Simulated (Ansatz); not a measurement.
Property card for Tl

Tl:
```yaml
crystal:
  lattice:
    - [-1.96006, 1.96006, 1.96006]
    - [1.96006, -1.96006, 1.96006]
    - [1.96006, 1.96006, -1.96006]
  atoms:
    - { symbol: Tl, position: [0.00000, 0.00000, 0.00000] }
```

Space group Im-3m (No. 229), bcc (W type); conventional cell a = b = c = 3.9201 Å, α = β = γ = 90.00°.

Method: plane-wave PAW r²SCAN (Ansatz code). Geometry: relaxed at this level of theory. Other levels are named where they apply.

**Cell and energy**

Volume per atom: 30.12 Å³
Density: 11.27 g/cm³

**Electronic structure**

* **Electronic character**: metallic (no gap)
* **Density of states at the Fermi level**: 0.44 states/eV per atom (mean over ±0.08 eV)
* **Gap with spin–orbit coupling**: none (metallic)

**Mechanics**

* **Bulk modulus (Birch–Murnaghan fit)**: 31.8 GPa
* **Pressure derivative B′**: 5.1
* **Elastic constants (relaxed ions, GPa)**: C11 = 36.5, C12 = 28.9, C44 = 9.4
* **Mechanical stability**: stable (all eigenvalues of C positive)
* **Hill bulk and shear moduli**: 31.5 and 6.5 GPa
* **Young's modulus**: 18.4 GPa
* **Poisson's ratio**: 0.40
* **Debye temperature from the elastic constants**: 82.6 K

This is a known high-temperature phase of the composition, computed here at zero pressure and temperature. The r²SCAN relaxation kept the symmetry of its start; its stability against distortions is not shown here. As this level gives no gap, shear constants depend on the k-mesh and smearing (Fermi–Dirac, 0.1 eV here). Spin–orbit coupling is left out wherever it is not named.

Potentials: the later of the program's two PAW sets.
